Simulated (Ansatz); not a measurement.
**Ti2Cd: pressure against volume**

Ti2Cd, I4/mmm, a = 2.820 Å, c = 13.287 Å. The structure is a COD entry; whether it is the stable form wasn't checked. Ansatz: PBEsol, PAW, 420 eV, Γ-centred 20×20×20 mesh on 3 atoms, Gaussian smearing 0.10 eV; no spin polarisation. Shape and atoms are relaxed at each volume; pressure is positive in compression.

```tsv
V (Å³/atom)	P (GPa)
15.494	?
16.023	11.99
16.551	7.32
17.079	3.36
17.607	0.01
18.136	-2.81
18.664	-5.19
19.368	-7.79
```

Problem. Take V0 = 17.607 Å³/atom, count pressures from its P0 = 0.01 GPa, fit the third-order Birch–Murnaghan form to the other rows, and predict the missing pressure.

Solution. With the Eulerian strain f = ½[(V0/V)^(2/3) − 1] and y = (P − P0)/[3f(1 + 2f)^(5/2)], the form is the line y = B0 + 1.5 B0 (B0′ − 4) f. Rows (f, y): 0.03243, 105.2; 0.02105, 104.4; 0.01025, 103.6; -0.00977, 101.1; -0.01906, 100.2; -0.03079, 99.0. Means f = 0.0006850, y = 102.25; Σ(Δf)² = 0.003004, ΣΔfΔy = 0.3051; the slope is their ratio. y = 102.2 + 101.6 f GPa, so B0 = 102.2 GPa and B0′ = 4 + 2 × (101.6)/(3 × 102.2) = 4.66. At V = 15.494, f = 0.04448, y = 106.72 and P = 17.63 GPa. The run gave 17.50 GPa, so the fit is 0.13 GPa too high, a small miss on the scale of the series.